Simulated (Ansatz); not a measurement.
# BeSe3: rattling a relaxed structure

It was reached by relaxing an invented guess, and it needn't be the stable form of this composition.

These are results of DFT PBE, scalar-relativistic, plane waves, PAW (Ansatz 0.2.0), not measurements. Plane waves to 420 eV, a k mesh through Γ of 8×8×2 on the computed 8-atom cell and Gaussian smearing (0.10 eV); no spin polarisation.

The cell below (8 atoms, space group P4/nmm (No. 129)) is relaxed within its symmetry.

```
CELL_PARAMETERS angstrom
3.61864 0.00000 0.00000
0.00000 3.61864 0.00000
0.00000 0.00000 17.50687
ATOMIC_POSITIONS crystal
Be 0.50000 0.50000 0.00000
Be 0.00000 0.00000 0.00000
Se 0.50000 0.00000 0.92252
Se 0.00000 0.50000 0.07748
Se 0.00000 0.50000 0.34385
Se 0.50000 0.00000 0.38496
Se 0.50000 0.00000 0.65615
Se 0.00000 0.50000 0.61504
```

For the test it was strained at random (σ = 1.5 % a component), the atoms were moved at random (σ = 0.15 Å), and all was relaxed again on a coarse 6×6×2 mesh (in the run’s order of axes) with 0.20 eV smearing, with no symmetry imposed.

Weakly bound directions are ill-defined at this level, which has no dispersion term.

Problem. Is the structure stable against such a distortion?

Solution. It doesn't return. The energy falls by 8 meV/atom on that mesh, the volume changes by 2.3 %, and the end has space group P1 (No. 1) at a loose tolerance. Relaxed again on an 8×8×2 mesh with 0.02 eV smearing, the new structure lies 14 meV/atom below the first (mesh in the axes of the run's cell; the cell below is made exact in the group named). Space group P1 (No. 1), triclinic, a = 3.645 Å, b = 3.645 Å, c = 17.723 Å, α = 89.1°, β = 89.4°, γ = 90.0°. Around Be on its first site lie 4 Se at 2.27 Å and 4 Be at 2.58 Å; Be on its second site has 4 Se at 2.27 Å and 4 Be at 2.58 Å; Se on its first site has 4 Be at 2.27 Å; Se on its second site is surrounded by 4 Be at 2.27 Å; 4 more sites not described.

```cif
data_structure
_symmetry_space_group_name_H-M 'P1'
_symmetry_Int_Tables_number 1
_cell_length_a 3.6446
_cell_length_b 3.6447
_cell_length_c 17.7233
_cell_angle_alpha 89.053
_cell_angle_beta 89.387
_cell_angle_gamma 89.999
_cell_volume 235.38
loop_
_atom_site_label
_atom_site_type_symbol
_atom_site_symmetry_multiplicity
_atom_site_Wyckoff_symbol
_atom_site_fract_x
_atom_site_fract_y
_atom_site_fract_z
_atom_site_occupancy
Be1 Be 1 a 0.50373 0.49711 0.00045 1
Be2 Be 1 a 0.00373 0.99711 0.00045 1
Se1 Se 1 a 0.99972 0.49100 0.07656 1
Se2 Se 1 a 0.50773 0.00323 0.92434 1
Se3 Se 1 a 0.46451 0.98399 0.65689 1
Se4 Se 1 a 0.02489 0.54542 0.61355 1
Se5 Se 1 a 0.02797 0.46378 0.34221 1
Se6 Se 1 a 0.46773 0.01836 0.38554 1
```
